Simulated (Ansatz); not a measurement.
SbPt:
```
SbPt
1.0
    3.42161     0.00000     0.00000
    0.00000     3.42161     0.00000
    0.00000     0.00000     3.42161
Pt Sb
1 1
Direct
  0.00000   0.00000   0.00000
  0.50000   0.50000   0.50000
```

Relaxed with PBE. Special points in fractions of this cell's reciprocal vectors: Γ (0.000, 0.000, 0.000); X (0.000, 0.500, 0.000); M (0.500, 0.500, 0.000); R (0.500, 0.500, 0.500).

Task: List the band energies nearest the Fermi level at these points for DFT-PBE with spin–orbit coupling in the program Ansatz with PAW potentials.

Result: In eV from the Fermi level; about four levels below and three above (degenerate sets whole), none deeper than 8.9 eV; points with the same levels are listed once.

```
k                    below                above
-  -----------------------  -------------------
Γ  -1.77 -1.77 -0.34 -0.34  0.82 0.82 0.82 0.82
X  -2.12 -2.12 -1.30 -1.30  4.18 4.18 5.06 5.06
M  -0.68 -0.68 -0.01 -0.01  3.33 3.33 8.47 8.47
R  -1.53 -1.53 -1.53 -1.53  0.77 0.77 1.92 1.92
```

Space group Pm-3m (CsCl type). The cell is a constructed one: a structure type filled with these elements; neither database checked (COD, Materials Project) lists it. COD files the formula under space group No. 194, so this cell is another polymorph or a model. Whether it is the stable phase at ambient conditions was not checked. Symmetry was held in the PBE relaxation; its stability against distortions is not shown here. The run is not spin-polarised.

Potentials: the earlier of the program's two PAW sets.
